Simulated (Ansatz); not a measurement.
The relaxed structure here is a generated cell of WC: the first start was made by placing the elements on the sites of a structure type, and the end was not matched to a known phase here, so it may be hypothetical. Known forms of WC include space group No. 187.

One starting cell of WC (a generated cell, WC placed in the FeB structure type) was relaxed twice with Ansatz (plane waves, PAW, scalar-relativistic): with r2SCAN at 500 eV and with PBE at 420 eV. The r2SCAN result:

```cif
data_C4W4
_chemical_formula_sum 'W4 C4'
_space_group_name_H-M_alt 'Pnma'
_space_group_IT_number 62
_space_group_name_Hall '-P 2ac 2n'
_cell_length_a 5.40910
_cell_length_b 3.96041
_cell_length_c 4.07993
_cell_angle_alpha 90.000
_cell_angle_beta 90.000
_cell_angle_gamma 90.000
loop_
_atom_site_label
_atom_site_type_symbol
_atom_site_symmetry_multiplicity
_atom_site_Wyckoff_symbol
_atom_site_fract_x
_atom_site_fract_y
_atom_site_fract_z
_atom_site_occupancy
W1 W 4 c 0.20990 0.25000 0.10502 1
C1 C 4 c 0.12242 0.25000 0.59590 1
```

```json
[
 {"quantity": "space group", "r2SCAN": "Pnma", "PBE": "Pnma"},
 {"quantity": "volume (Å³/atom)", "r2SCAN": "10.93", "PBE": "11.02"},
 {"quantity": "a (Å)", "r2SCAN": "5.409", "PBE": "5.414"},
 {"quantity": "b (Å)", "r2SCAN": "3.960", "PBE": "3.972"},
 {"quantity": "c (Å)", "r2SCAN": "4.080", "PBE": "4.099"},
 {"quantity": "gap (eV, no spin-orbit coupling)", "r2SCAN": "0.00", "PBE": "0.00"}
]
```

Both levels end in the same structure; PBE's volume is 0.8 % larger. Neither column is exact.

No spin polarisation in the result.

The run could not lower the symmetry of its start; a shaken copy of this end point relaxes with r2SCAN to P4/nmm (No. 129), 0.25 eV/atom lower.

Ansatz is a first-principles code.
